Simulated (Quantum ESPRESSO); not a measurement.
## TaHfWO7F (finding a planted mistake in a log)

A calculation, not a measurement. The program is pw.x of Quantum ESPRESSO 7.5 (plane-wave density functional theory). The cell is made up: 11 atoms on a rutile lattice with one site empty, with randomly drawn elements, strain and displacements, not relaxed. PseudoDojo standard norm-conserving files (v0.5 for PBE, v0.4.1 for LDA and PBEsol) set the functional; there is no spin polarisation, spin-orbit coupling or dispersion term, and the masses in the input are unused placeholders.

The hafnium pseudopotential is less sure than the others, with forces about 3 percent (worst 6) and pressure in oxides about 1.5 GPa (worst 2.7) from a second method in checks, which no rerun with the same files tests.

Intended input:

```
&control calculation='scf', pseudo_dir='./dojo.nc.sr.pbe.v0_5.standard.upf', outdir='./o', disk_io='medium', tprnfor=.true., tstress=.true. /
&system ibrav=0, nat=11, ntyp=5, nbnd=50, ecutwfc=84.00895049, nosym=.true., tot_charge=0,
 occupations='smearing', smearing='fd', degauss=0.0018374661
/
&electrons conv_thr=7.350e-09, electron_maxstep=60, /
ATOMIC_SPECIES
F 1.0 F.upf
Hf 1.0 Hf.upf
O 1.0 O.upf
Ta 1.0 Ta.upf
W 1.0 W.upf
CELL_PARAMETERS angstrom
4.9175 0.0293 -0.0146
0.0293 5.017 -0.0397
-0.0194 -0.0526 6.5072
ATOMIC_POSITIONS angstrom
Ta 0.0199 0.0012 0.0175
Hf 2.3898 2.5269 1.6104
W 2.4344 2.4924 4.8956
O 1.5118 1.6061 -0.0412
F 3.4085 3.4824 -0.0546
O 3.935 1.0028 1.5536
O 0.9691 4.0792 1.6255
O 1.4745 1.5075 3.1917
O 3.4157 3.49 3.2095
O 3.9179 0.915 4.9011
O 0.9735 4.0039 4.7926
K_POINTS automatic
5 4 4 1 1 1
```

The log is shortened where brackets say so; the opening notice, blank lines, dates and the lines on written files are dropped, and the path of the files is cut. It prints rydbergs, bohrs and kilobars, and counts compression as positive stress. Where no state is partly filled, the Fermi energy that it prints is only some level between the filled and the empty states on the mesh, and need not lie in the true gap.

Log of the intended run:

```
     Program PWSCF v.7.5
     Parallel version (MPI & OpenMP), running on       1 processor cores
     Number of MPI processes:                 1
     Threads/MPI process:                     1
     [start-up lines left out]
     bravais-lattice index     =            0
     lattice parameter (alat)  =       9.2929  a.u.
     unit-cell volume          =    1083.2598 (a.u.)^3
     number of atoms/cell      =           11
     number of atomic types    =            5
     number of electrons       =        88.00
     number of Kohn-Sham states=           50
     kinetic-energy cutoff     =      84.0090  Ry
     charge density cutoff     =     336.0358  Ry
     scf convergence threshold =      7.3E-09
     mixing beta               =       0.7000
     number of iterations used =            8  plain     mixing
     Exchange-correlation= PBE
                           (   1   4   3   4   0   0   0)
     [axes and pseudopotential details left out]
   Cartesian axes
     site n.     atom                  positions (alat units)
         1        Ta     tau(   1) = (   0.0040467   0.0002440   0.0035586  )
         2        Hf     tau(   2) = (   0.4859679   0.5138473   0.3274762  )
         3        W      tau(   3) = (   0.4950373   0.5068317   0.9955245  )
         4        O      tau(   4) = (   0.3074258   0.3266018  -0.0083781  )
         5        F      tau(   5) = (   0.6931214   0.7081490  -0.0111030  )
         6        O      tau(   6) = (   0.8001856   0.2039202   0.3159259  )
         7        O      tau(   7) = (   0.1970673   0.8295088   0.3305468  )
         8        O      tau(   8) = (   0.2998408   0.3065514   0.6490349  )
         9        O      tau(   9) = (   0.6945855   0.7096945   0.6526546  )
        10        O      tau(  10) = (   0.7967083   0.1860660   0.9966429  )
        11        O      tau(  11) = (   0.1979621   0.8141965   0.9745793  )
     number of k points=    40  Fermi-Dirac smearing, width (Ry)=  0.0018
                       cart. coord. in units 2pi/alat
        k(    1) = (   0.0995554   0.1226999   0.0957534), wk =   0.0500000
        k(    2) = (   0.1001075   0.1241918   0.2846966), wk =   0.0500000
     [further k points left out]
     Dense  grid:   112681 G-vectors     FFT dimensions: (  60,  60,  72)
     Estimated max dynamical RAM per process >     193.39 MB
     Initial potential from superposition of free atoms
     starting charge      87.9967, renormalised to      88.0000
     Starting wfcs are   62 randomized atomic wfcs
     total cpu time spent up to now is       27.5 secs
     per-process dynamical memory:   117.0 Mb
     Self-consistent Calculation
     iteration #  1     ecut=    84.01 Ry     beta= 0.70
     Davidson diagonalization with overlap
     ethr =  1.00E-02,  avg # of iterations =  2.0
     total cpu time spent up to now is       87.2 secs
     total energy              =    -671.62430683 Ry
     estimated scf accuracy    <       7.10149367 Ry
     iteration #  2     ecut=    84.01 Ry     beta= 0.70
     Davidson diagonalization with overlap
     ethr =  8.07E-03,  avg # of iterations =  6.6
     total cpu time spent up to now is      202.2 secs
     total energy              =    -665.79151355 Ry
     estimated scf accuracy    <      92.11924402 Ry
     [iterations 3 to 19 left out]
     iteration # 20     ecut=    84.01 Ry     beta= 0.70
     Davidson diagonalization with overlap
     ethr =  4.54E-11,  avg # of iterations =  2.0
     total cpu time spent up to now is     1303.7 secs
     total energy              =    -675.90824305 Ry
     estimated scf accuracy    <       0.00000001 Ry
     iteration # 21     ecut=    84.01 Ry     beta= 0.70
     Davidson diagonalization with overlap
     ethr =  1.24E-11,  avg # of iterations =  2.0
     total cpu time spent up to now is     1359.2 secs
     End of self-consistent calculation
     [lines on levels left out]
     the Fermi energy is     6.5316 ev
!    total energy              =    -675.90824305 Ry
     estimated scf accuracy    <          2.2E-09 Ry
     smearing contrib. (-TS)   =      -0.00000000 Ry
     internal energy E=F+TS    =    -675.90824305 Ry
     The total energy is F=E-TS. E is the sum of the following terms:
     one-electron contribution =    -261.50242916 Ry
     hartree contribution      =     165.09312931 Ry
     xc contribution           =    -159.09783512 Ry
     ewald contribution        =    -420.40110807 Ry
     convergence has been achieved in  21 iterations
     Forces acting on atoms (cartesian axes, Ry/au):
     atom    1 type  4   force =     0.03752536    0.10265097    0.09882495
     atom    2 type  2   force =    -0.01787599   -0.03130116    0.23460888
     atom    3 type  5   force =    -0.07348488   -0.06540423   -0.41527634
     atom    4 type  3   force =    -0.01414410   -0.01791023   -0.07268172
     atom    5 type  1   force =     0.03825960    0.03314121   -0.00873649
     atom    6 type  3   force =     0.01918104   -0.01936020   -0.16150877
     atom    7 type  3   force =    -0.01004860    0.00215151   -0.16902191
     atom    8 type  3   force =     0.09783208    0.10498693    0.12017055
     atom    9 type  3   force =    -0.09154566   -0.10266859    0.12160936
     atom   10 type  3   force =    -0.06327791    0.07646826    0.11678750
     atom   11 type  3   force =     0.07757905   -0.08275449    0.13522398
     Total force =     0.668966     Total SCF correction =     0.000131
     Computing stress (Cartesian axis) and pressure
          total   stress  (Ry/bohr**3)                   (kbar)     P=     -244.36
  -0.00125906   0.00066692   0.00009817         -185.21       98.11       14.44
   0.00066692  -0.00146868   0.00015888           98.11     -216.05       23.37
   0.00009817   0.00015888  -0.00225570           14.44       23.37     -331.83
     init_run     :     26.03s CPU     27.27s WALL (       1 calls)
     electrons    :   1290.69s CPU   1331.70s WALL (       1 calls)
     forces       :     10.62s CPU     10.75s WALL (       1 calls)
     stress       :     39.18s CPU     40.77s WALL (       1 calls)
     [timing details left out]
     PWSCF        :  22m46.91s CPU  23m31.30s WALL
     JOB DONE.
```

A second run was made from an input with one planted mistake. Its log:

```
     Program PWSCF v.7.5
     Parallel version (MPI & OpenMP), running on       4 processor cores
     Number of MPI processes:                 4
     Threads/MPI process:                     1
     [start-up lines left out]
     bravais-lattice index     =            0
     lattice parameter (alat)  =       9.2929  a.u.
     unit-cell volume          =    1083.2598 (a.u.)^3
     number of atoms/cell      =           11
     number of atomic types    =            5
     number of electrons       =        89.00
     number of Kohn-Sham states=           51
     kinetic-energy cutoff     =      84.0090  Ry
     charge density cutoff     =     336.0358  Ry
     scf convergence threshold =      7.3E-09
     mixing beta               =       0.7000
     number of iterations used =            8  plain     mixing
     Exchange-correlation= PBE
                           (   1   4   3   4   0   0   0)
     [axes and pseudopotential details left out]
   Cartesian axes
     site n.     atom                  positions (alat units)
         1        Ta     tau(   1) = (   0.0040467   0.0002440   0.0035586  )
         2        Hf     tau(   2) = (   0.4859679   0.5138473   0.3274762  )
         3        W      tau(   3) = (   0.4950373   0.5068317   0.9955245  )
         4        O      tau(   4) = (   0.3074258   0.3266018  -0.0083781  )
         5        F      tau(   5) = (   0.6931214   0.7081490  -0.0111030  )
         6        O      tau(   6) = (   0.8001856   0.2039202   0.3159259  )
         7        O      tau(   7) = (   0.1970673   0.8295088   0.3305468  )
         8        O      tau(   8) = (   0.2998408   0.3065514   0.6490349  )
         9        O      tau(   9) = (   0.6945855   0.7096945   0.6526546  )
        10        O      tau(  10) = (   0.7967083   0.1860660   0.9966429  )
        11        O      tau(  11) = (   0.1979621   0.8141965   0.9745793  )
     number of k points=    40  Fermi-Dirac smearing, width (Ry)=  0.0018
                       cart. coord. in units 2pi/alat
        k(    1) = (   0.0995554   0.1226999   0.0957534), wk =   0.0500000
        k(    2) = (   0.1001075   0.1241918   0.2846966), wk =   0.0500000
     [further k points left out]
     Dense  grid:   112681 G-vectors     FFT dimensions: (  60,  60,  72)
     Estimated max dynamical RAM per process >     304.09 MB
     Estimated total dynamical RAM >       1.11 GB
     Initial potential from superposition of free atoms
     starting charge      87.9967, renormalised to      89.0000
     Starting wfcs are   62 randomized atomic wfcs
     total cpu time spent up to now is        7.7 secs
     per-process dynamical memory:   227.8 Mb
     Self-consistent Calculation
     iteration #  1     ecut=    84.01 Ry     beta= 0.70
     Davidson diagonalization with overlap
     ethr =  1.00E-02,  avg # of iterations =  2.0
     total cpu time spent up to now is       19.9 secs
     total energy              =    -671.69260538 Ry
     estimated scf accuracy    <       6.15622953 Ry
     iteration #  2     ecut=    84.01 Ry     beta= 0.70
     Davidson diagonalization with overlap
     ethr =  6.92E-03,  avg # of iterations =  6.5
     total cpu time spent up to now is       40.8 secs
     total energy              =    -665.31203203 Ry
     estimated scf accuracy    <      84.52382330 Ry
     [iterations 3 to 19 left out]
     iteration # 20     ecut=    84.01 Ry     beta= 0.70
     Davidson diagonalization with overlap
     ethr =  1.01E-11,  avg # of iterations =  5.5
     total cpu time spent up to now is      297.4 secs
     total energy              =    -675.36441056 Ry
     estimated scf accuracy    <       0.00000001 Ry
     iteration # 21     ecut=    84.01 Ry     beta= 0.70
     Davidson diagonalization with overlap
     ethr =  1.01E-11,  avg # of iterations =  2.0
     total cpu time spent up to now is      310.0 secs
     End of self-consistent calculation
     [lines on levels left out]
     the Fermi energy is     7.7872 ev
!    total energy              =    -675.36441056 Ry
     estimated scf accuracy    <          5.2E-09 Ry
     smearing contrib. (-TS)   =      -0.00167119 Ry
     internal energy E=F+TS    =    -675.36273937 Ry
     The total energy is F=E-TS. E is the sum of the following terms:
     one-electron contribution =    -261.47241157 Ry
     hartree contribution      =     166.63606487 Ry
     xc contribution           =    -160.12528460 Ry
     ewald contribution        =    -420.40110807 Ry
     convergence has been achieved in  21 iterations
     Forces acting on atoms (cartesian axes, Ry/au):
     atom    1 type  4   force =     0.04188902    0.10466272    0.05927228
     atom    2 type  2   force =    -0.01696971   -0.03426941    0.24788260
     atom    3 type  5   force =    -0.06070305   -0.05443101   -0.37241762
     atom    4 type  3   force =    -0.03480631   -0.03862451   -0.04066409
     atom    5 type  1   force =     0.04592478    0.04094422    0.01091134
     atom    6 type  3   force =     0.01605215   -0.01694440   -0.15878569
     atom    7 type  3   force =    -0.00885092    0.00032304   -0.16708494
     atom    8 type  3   force =     0.08921466    0.09770921    0.07215487
     atom    9 type  3   force =    -0.08428737   -0.09393463    0.07386745
     atom   10 type  3   force =    -0.04973841    0.06164853    0.12823037
     atom   11 type  3   force =     0.06227516   -0.06708376    0.14663341
     Total force =     0.619017     Total SCF correction =     0.000226
     Computing stress (Cartesian axis) and pressure
          total   stress  (Ry/bohr**3)                   (kbar)     P=      -96.27
  -0.00025012   0.00064168   0.00007785          -36.79       94.39       11.45
   0.00064168  -0.00045367   0.00013604           94.39      -66.74       20.01
   0.00007785   0.00013604  -0.00125950           11.45       20.01     -185.28
     init_run     :      7.05s CPU      7.32s WALL (       1 calls)
     electrons    :    300.48s CPU    302.42s WALL (       1 calls)
     forces       :      2.47s CPU      2.50s WALL (       1 calls)
     stress       :      9.01s CPU      9.24s WALL (       1 calls)
     [timing details left out]
     PWSCF        :   5m19.41s CPU   5m22.02s WALL
     JOB DONE.
```

Question: what was wrong in the second input?

Answer: the cell has the wrong charge. The input lines that differ, file-writing options aside:

```
- &system ibrav=0, nat=11, ntyp=5, nbnd=50, ecutwfc=84.00895049, nosym=.true., tot_charge=0,
+ &system ibrav=0, nat=11, ntyp=5, nbnd=51, ecutwfc=84.00895049, nosym=.true., tot_charge=-1,
```

|  | intended run | run with the mistake |
| --- | --- | --- |
| free energy (eV) | -9196.200 | -9188.801 |
| smearing term -TS (eV) | 0.0000 | -0.0227 |
| pressure (GPa) | -24.44 | -9.63 |
| largest force component (eV/Å) | 10.677 | 9.575 |
| largest change of a force component (eV/Å) |  | 1.235 |
| iterations | 21 | 21 |

For scale, a rerun of the intended cell at a cutoff of 1437 eV and k mesh 7 x 6 x 6 moved values by no more than 0.005 eV in energy, 0.03 GPa in stress and 0.003 eV/Å in force. The charged cell sits in a uniform background, so its energy and stress rest on the program's zero of potential. The number of bands, nbnd, was set by rule from the electron count and the smearing, so it follows the mistake.